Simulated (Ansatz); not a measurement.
AlP:
Space group P6₃/mmc (No. 194); a = b = 3.604 Å, c = 5.777 Å, α = β = 90.00°, γ = 120.00°

| atom | site | symmetry | x | y | z |
|---|---|---|---|---|---|
| Al | 2a | -3m. | 0.0000 | 0.0000 | 0.0000 |
| P | 2c | -6m2 | 0.3333 | 0.6667 | 0.2500 |

Relaxed at zero pressure with plane-wave PAW PBE (Ansatz code).

**Question.** The volume is lowered by 3 % and shape and atoms relax at that volume. What pressure results, and how do the axes share the change?

**Answer.** 3.4 GPa; a -1.1 %, b -1.1 %, c -0.9 %; the energy rises by 5 meV/atom.

**Question.** Give the new structure.

**Answer.** 
Space group P6₃/mmc (No. 194); a = b = 3.5662 Å, c = 5.7235 Å, α = β = 90.00°, γ = 120.00°

| atom | site | symmetry | x | y | z |
|---|---|---|---|---|---|
| Al | 2a | -3m. | 0.0000 | 0.0000 | 0.0000 |
| P | 2c | -6m2 | 0.3333 | 0.6667 | 0.2500 |

The phase is kept; no other phase was compared at this pressure.

Space group P6_3/mmc (NiAs type). The start of the workflow was typed in or built on a structure type; neither database checked (COD, Materials Project) lists it. It is not the phase usual at ambient conditions (space group No. 216). The cell was relaxed with PBE under the symmetry of its start; whether a distortion lowers the energy is not shown.

Potentials: the later of the program's two PAW sets.
